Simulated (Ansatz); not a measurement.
**Ga: energy along a strain**

Ga, Cmcm, a = 2.900 Å, b = 8.130 Å, c = 3.170 Å (as given, not relaxed at this level: -1.5 GPa, forces to 0.24 eV/Å). This isn't the element's structure at ambient conditions. Ansatz: r2SCAN, PAW, 500 eV, Γ-centred 18×18×16 mesh on 2 atoms, Gaussian smearing 0.15 eV; no spin polarisation. Cell vectors (Å): 1.450 -4.065 0.000; 1.450 4.065 0.000; 0.000 0.000 3.170. The cell is strained by x per cent times the pattern (1 1 0 0 0 0) in the order xx yy zz yz xz xy (engineering shears), with fractional coordinates held. y is the free energy over the start, V0 = 18.685 Å³/atom.

```
x (%) y (meV/atom)
-2.00             ?
-1.50         -6.28
-1.00         -4.81
-0.50         -2.71
 0.00          0.00
 0.50          3.28
 1.00          7.12
 1.50         11.46
 1.75         13.82
 2.00         16.30
```

Task: Fit y = c1 x + c2 x² + c3 x³ to the other rows, get the stiffness along the pattern, and predict the missing energy.

Result: Least squares on the rows shown. y = 6.0020 x + 1.1517 x² − 0.039043 x³. The clamped-ion stiffness p·C·p = 2 × 11.52 eV × 160.2 / 18.685 Å³ = 197 GPa (second derivative at the start, which stands under stress). At x = -2.00 the fit asked for gives -7.08 meV/atom. The run gave -7.09 meV/atom, so the fit is 0.01 meV/atom too high, a small miss on the scale of the series.